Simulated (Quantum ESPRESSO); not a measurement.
# Ta2Al2Rh2MoIr: input and log of a self-consistent run

A calculation, not a measurement. The program is pw.x of Quantum ESPRESSO 7.5 (plane-wave density functional theory). The cell is made up: eight metal atoms on a face-centred cubic lattice, with elements, volume, strain and displacements drawn at random and not relaxed, so it may be unstable or far from any real phase. PseudoDojo standard norm-conserving files set the functional (PBE unless stated); there is no spin polarisation or spin-orbit coupling, the Fermi-Dirac width of 0.25 eV means electrons at about 2900 K, and the masses in the input are unused placeholders. Heavy elements are run without spin-orbit coupling, which real alloys of them have. A spin test at this wide smearing found no moment, but such smearing suppresses magnetism that the real alloy may have.

Input:

```
&control calculation='scf', pseudo_dir='./dojo.nc.sr.pbe.v0_5.standard.upf', outdir='./o', disk_io='minimal', tprnfor=.true., tstress=.true. /
&system ibrav=0, nat=8, ntyp=5, nbnd=65, ecutwfc=87.97787729, nosym=.true., tot_charge=0,
 occupations='smearing', smearing='fd', degauss=0.0183746611
/
&electrons conv_thr=1.470e-08, electron_maxstep=70, mixing_beta=0.5 /
ATOMIC_SPECIES
Al 1.0 Al.upf
Ir 1.0 Ir.upf
Mo 1.0 Mo.upf
Rh 1.0 Rh.upf
Ta 1.0 Ta.upf
CELL_PARAMETERS angstrom
-4.0677 0.0 0.0
0.0 -4.0677 4.0677
0.0 6.1015 2.0338
ATOMIC_POSITIONS angstrom
Ta 0.016 0.0432 -0.0763
Al -0.0205 2.0861 2.1409
Rh -0.0496 -1.9459 2.0515
Mo 0.0611 0.0139 4.0197
Rh -2.0976 4.0718 2.0735
Al -2.0722 0.0042 2.037
Ir -2.0482 1.9581 4.0573
Ta -2.0903 -2.0594 3.9658
K_POINTS automatic
6 5 4 1 1 1
```

The log is shortened where brackets say so; the opening notice, blank lines, dates and the lines on written files are dropped, and the path of the files is cut. It prints rydbergs, bohrs and kilobars, and counts compression as positive stress. Its total energy is the free energy E - TS of the whole cell.

```
     Program PWSCF v.7.5
     Parallel version (MPI & OpenMP), running on       4 processor cores
     Number of MPI processes:                 4
     Threads/MPI process:                     1
     [start-up lines left out]
     bravais-lattice index     =            0
     lattice parameter (alat)  =       7.6868  a.u.
     unit-cell volume          =     908.3809 (a.u.)^3
     number of atoms/cell      =            8
     number of atomic types    =            5
     number of electrons       =        97.00
     number of Kohn-Sham states=           65
     kinetic-energy cutoff     =      87.9779  Ry
     charge density cutoff     =     351.9115  Ry
     scf convergence threshold =      1.5E-08
     mixing beta               =       0.5000
     number of iterations used =            8  plain     mixing
     Exchange-correlation= PBE
                           (   1   4   3   4   0   0   0)
     [axes and pseudopotential details left out]
   Cartesian axes
     site n.     atom                  positions (alat units)
         1        Ta     tau(   1) = (   0.0039334   0.0106203  -0.0187575  )
         2        Al     tau(   2) = (  -0.0050397   0.5128451   0.5263171  )
         3        Rh     tau(   3) = (  -0.0121936  -0.4783784   0.5043391  )
         4        Mo     tau(   4) = (   0.0150208   0.0034172   0.9881997  )
         5        Rh     tau(   5) = (  -0.5156722   1.0010079   0.5097475  )
         6        Al     tau(   6) = (  -0.5094279   0.0010325   0.5007744  )
         7        Ir     tau(   7) = (  -0.5035278   0.4813777   0.9974433  )
         8        Ta     tau(   8) = (  -0.5138776  -0.5062812   0.9749490  )
     number of k points=    60  Fermi-Dirac smearing, width (Ry)=  0.0184
                       cart. coord. in units 2pi/alat
        k(    1) = (  -0.0833333   0.0375011   0.1375011), wk =   0.0333333
        k(    2) = (  -0.0833333   0.1625026   0.2625026), wk =   0.0333333
     [further k points left out]
     Dense  grid:   101405 G-vectors     FFT dimensions: (  45,  72,  75)
     Estimated max dynamical RAM per process >     377.26 MB
     Estimated total dynamical RAM >       1.40 GB
     Initial potential from superposition of free atoms
     starting charge      96.9904, renormalised to      97.0000
     Starting wfcs are   68 randomized atomic wfcs
     total cpu time spent up to now is        5.3 secs
     per-process dynamical memory:   289.6 Mb
     Self-consistent Calculation
     iteration #  1     ecut=    87.98 Ry     beta= 0.50
     Davidson diagonalization with overlap
     ethr =  1.00E-02,  avg # of iterations =  4.8
     total cpu time spent up to now is       17.7 secs
     total energy              =   -1109.03486037 Ry
     estimated scf accuracy    <       1.69423090 Ry
     iteration #  2     ecut=    87.98 Ry     beta= 0.50
     Davidson diagonalization with overlap
     ethr =  1.75E-03,  avg # of iterations =  2.7
     total cpu time spent up to now is       29.3 secs
     total energy              =   -1108.38286882 Ry
     estimated scf accuracy    <      17.48618496 Ry
     iteration #  3     ecut=    87.98 Ry     beta= 0.50
     Davidson diagonalization with overlap
     ethr =  1.75E-03,  avg # of iterations =  2.0
     total cpu time spent up to now is       40.5 secs
     total energy              =   -1109.80527240 Ry
     estimated scf accuracy    <       1.21955358 Ry
     iteration #  4     ecut=    87.98 Ry     beta= 0.50
     Davidson diagonalization with overlap
     ethr =  1.26E-03,  avg # of iterations =  1.0
     total cpu time spent up to now is       49.8 secs
     total energy              =   -1109.89208710 Ry
     estimated scf accuracy    <       0.16294216 Ry
     iteration #  5     ecut=    87.98 Ry     beta= 0.50
     Davidson diagonalization with overlap
     ethr =  1.68E-04,  avg # of iterations =  2.3
     total cpu time spent up to now is       60.8 secs
     total energy              =   -1109.89396626 Ry
     estimated scf accuracy    <       0.32987520 Ry
     [iterations 6 to 12 left out]
     iteration # 13     ecut=    87.98 Ry     beta= 0.50
     Davidson diagonalization with overlap
     ethr =  5.22E-10,  avg # of iterations =  2.7
     total cpu time spent up to now is      149.7 secs
     total energy              =   -1109.92364295 Ry
     estimated scf accuracy    <       0.00000060 Ry
     iteration # 14     ecut=    87.98 Ry     beta= 0.50
     Davidson diagonalization with overlap
     ethr =  5.22E-10,  avg # of iterations =  1.8
     total cpu time spent up to now is      160.2 secs
     total energy              =   -1109.92364301 Ry
     estimated scf accuracy    <       0.00000026 Ry
     iteration # 15     ecut=    87.98 Ry     beta= 0.50
     Davidson diagonalization with overlap
     ethr =  2.72E-10,  avg # of iterations =  1.0
     total cpu time spent up to now is      170.0 secs
     total energy              =   -1109.92364304 Ry
     estimated scf accuracy    <       0.00000009 Ry
     iteration # 16     ecut=    87.98 Ry     beta= 0.50
     Davidson diagonalization with overlap
     ethr =  8.84E-11,  avg # of iterations =  1.4
     total cpu time spent up to now is      180.2 secs
     total energy              =   -1109.92364305 Ry
     estimated scf accuracy    <       0.00000002 Ry
     iteration # 17     ecut=    87.98 Ry     beta= 0.50
     Davidson diagonalization with overlap
     ethr =  1.77E-11,  avg # of iterations =  1.1
     total cpu time spent up to now is      190.1 secs
     End of self-consistent calculation
     [lines on levels left out]
!    total energy              =   -1109.92364305 Ry
     estimated scf accuracy    <          4.5E-09 Ry
     smearing contrib. (-TS)   =      -0.11347490 Ry
     internal energy E=F+TS    =   -1109.81016815 Ry
     The total energy is F=E-TS. E is the sum of the following terms:
     one-electron contribution =    -398.67434287 Ry
     hartree contribution      =     245.68386722 Ry
     xc contribution           =    -203.16480743 Ry
     ewald contribution        =    -753.65488506 Ry
     convergence has been achieved in  17 iterations
     Forces acting on atoms (cartesian axes, Ry/au):
     atom    1 type  5   force =    -0.02047785   -0.06438134    0.00106272
     atom    2 type  1   force =    -0.00162478    0.03468762    0.00595857
     atom    3 type  4   force =     0.00224632    0.00066502    0.00046611
     atom    4 type  3   force =    -0.02275107   -0.01310259    0.01369747
     atom    5 type  4   force =     0.00740039   -0.00732215   -0.02572527
     atom    6 type  1   force =     0.01173255   -0.00667932   -0.01222818
     atom    7 type  2   force =     0.00145713    0.01451603    0.00383296
     atom    8 type  5   force =     0.02201732    0.04161672    0.01293561
     Total force =     0.101995     Total SCF correction =     0.000269
     Computing stress (Cartesian axis) and pressure
          total   stress  (Ry/bohr**3)                   (kbar)     P=     -123.82
  -0.00084670   0.00004186   0.00000415         -124.55        6.16        0.61
   0.00004186  -0.00085846  -0.00008874            6.16     -126.28      -13.05
   0.00000415  -0.00008874  -0.00081991            0.61      -13.05     -120.61
     init_run     :      4.93s CPU      5.10s WALL (       1 calls)
     electrons    :    184.26s CPU    184.88s WALL (       1 calls)
     forces       :      2.13s CPU      2.14s WALL (       1 calls)
     stress       :      7.43s CPU      7.58s WALL (       1 calls)
     [timing details left out]
     PWSCF        :   3m18.94s CPU   3m19.92s WALL
     JOB DONE.
```

In other units: free energy -15101.280 eV for the cell, pressure -12.38 GPa, largest force component 1.655 eV/Å in size. The run took 202 s of wall time with four MPI processes on a shared machine (AMD EPYC, Zen 5, virtual cores), so the time is rough. A rerun of this cell at a higher cutoff and on a denser mesh moved values by no more than 0.003 eV in energy, 0.04 GPa in stress and 0.004 eV/Å in force, and a second program with other atomic files agreed on that cell to 2 % rms in force and 0.5 GPa in pressure.